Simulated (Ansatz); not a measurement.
A geometry of CsPbBr$_{3}$ away from equilibrium: step 2 of the relaxation of a generated cell, CsPbBr3 placed in the AFLOW prototype A3BC_tP5_99_bc_a_b (as in ZrPbO3). Calculation: PBEsol (plane waves to 420 eV, PAW, scalar-relativistic; Ansatz, a first-principles code). Γ-centred k-mesh 4×4×4 on the run's cell (coarser than for final values), Fermi–Dirac smearing 0.05 eV. The plane waves were selected for a different cell earlier on the path.

```yaml
crystal:
  lattice:
    - [6.04168, 0.00000, 0.00000]
    - [0.00000, 6.04168, 0.00000]
    - [0.00000, 0.00000, 6.19122]
  atoms:
    - { symbol: Cs, position: [0.50000, 0.50000, 0.43928] }
    - { symbol: Pb, position: [0.00000, 0.00000, 0.02620] }
    - { symbol: Br, position: [0.50000, 0.50000, 0.92833] }
    - { symbol: Br, position: [0.50000, 0.00000, 0.35610] }
    - { symbol: Br, position: [0.00000, 0.50000, 0.35610] }
```

Task: What forces act on the atoms (eV/Å)?

Result: 
```
atom    Fx    Fy     Fz
----  ----  ----  -----
Cs1   0.00  0.00   0.24
Pb2   0.00  0.00   1.50
Br3   0.00  0.00   0.39
Br4   0.00  0.00  -1.07
Br5   0.00  0.00  -1.07
```

The path ends in P4mm (No. 99). No spin polarisation in the result.

The run could not lose the symmetry of its start: the end is stationary, and may be a saddle point rather than a minimum.

The end of the path is a generated cell of CsPbBr3: the first start was made by placing the elements on the sites of a structure type, and the end was not matched to a known phase here, so it may be hypothetical. Known forms of CsPbBr3 include space group No. 62, 221.
